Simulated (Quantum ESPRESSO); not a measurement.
Simulation results for ZnIn$_{3}$O$_{5}$F (made-up cell)

All values are calculated (Quantum ESPRESSO 7.5). Calculation on a made-up crystal cell, not a measurement: periodic Kohn-Sham density functional theory in plane waves with PseudoDojo standard norm-conserving scalar-relativistic pseudopotentials, each functional with its own files (v0.5 for PBE, v0.4.1 for LDA and PBEsol), no spin polarisation, no spin-orbit coupling, atoms not relaxed, stress positive in tension, energies less a fixed whole-eV offset for each atom's element; levels are Kohn-Sham levels at fractions of this cell's reciprocal vectors, counted from the reference band (half the neutral cell's valence electrons, rounded up) at Gamma; error bars cover cutoff and k-mesh only, not smearing or the files; each bar is the largest change over components, and at least 0.002 eV, 0.002 eV per angstrom or 0.02 GPa; added strain carries the atoms with the cell, and shear is the tensor component; no dispersion term; energies are for the whole cell, and the offsets were chosen from early runs and are not element reference energies.

```yaml
- formula: ZnIn3O5F
  kind: "made-up cell"
  structure:
    cell_angstrom:
      - [2.7523, 1.5891, 4.8742]
      - [-2.7523, 1.5891, 4.8742]
      - [0.0, -3.1781, 4.8742]
    atoms_fractional:
      - [Zn, 0.36186, 0.33661, 0.34874]
      - [In, 0.15347, 0.14439, 0.16171]
      - [In, 0.63968, 0.66536, 0.64231]
      - [In, 0.83871, 0.88297, 0.83878]
      - [O, 0.57339, 0.93015, 0.23866]
      - [O, 0.25025, 0.55396, 0.95289]
      - [O, 0.9493, 0.24204, 0.57451]
      - [O, 0.43963, 0.06613, 0.74066]
      - [F, 0.75355, 0.4421, 0.05623]
      - [O, 0.0472, 0.74105, 0.46028]
  given:
    lattice_type: corundum
    functional: pbe
    "cutoff [eV]": 1143
    "fermi_dirac_smearing [eV]": 0.025
    "scf_tolerance [eV]": 1.0e-07
    electrons_removed: 0
    k_mesh: "5 x 5 x 5, shifted by half a step"
    atom_site: [1, 2, 3, 4, 5, 6, 7, 8, 9, 10]
    "atom_energy_offset [eV]": [-5687, -1808, -1808, -1808, -452, -452, -452, -452, -677, -452]
  results:
    "free_energy_less_offsets [eV]": 12.06
    scf_iterations: 13
    "smearing_term_minus_ts [eV]": 0.0
    "pressure [GPa]": 3.586
    "stress_xx [GPa]": -0.523
    "stress_yy [GPa]": -4.738
    "stress_zz [GPa]": -5.498
    "stress_yz [GPa]": -1.467
    "stress_xz [GPa]": -1.49
    "stress_xy [GPa]": 1.297
    force_site: [1, 2, 3, 4, 5, 6, 7, 8, 9, 10]
    "force_x [eV/angstrom]": [-1.082, 0.8174, 0.3324, 1.565, -1.142, 0.1909, -0.6529, 0.08921, -0.1297, 0.01169]
    "force_y [eV/angstrom]": [-0.8214, 0.2384, 0.1514, -0.0526, -0.5152, -0.4872, 1.799, -0.1545, -0.4781, 0.3205]
    "force_z [eV/angstrom]": [0.2231, -0.2493, -1.41, 0.4614, 0.2527, -0.01255, 0.5049, 0.03213, -0.0978, 0.2958]
    "error_bar_energy [eV]": 0.00268
    "error_bar_stress [GPa]": 0.02662
    "error_bar_force [eV/angstrom]": 0.002
    error_bars_from: "tighter rerun of this cell"
```
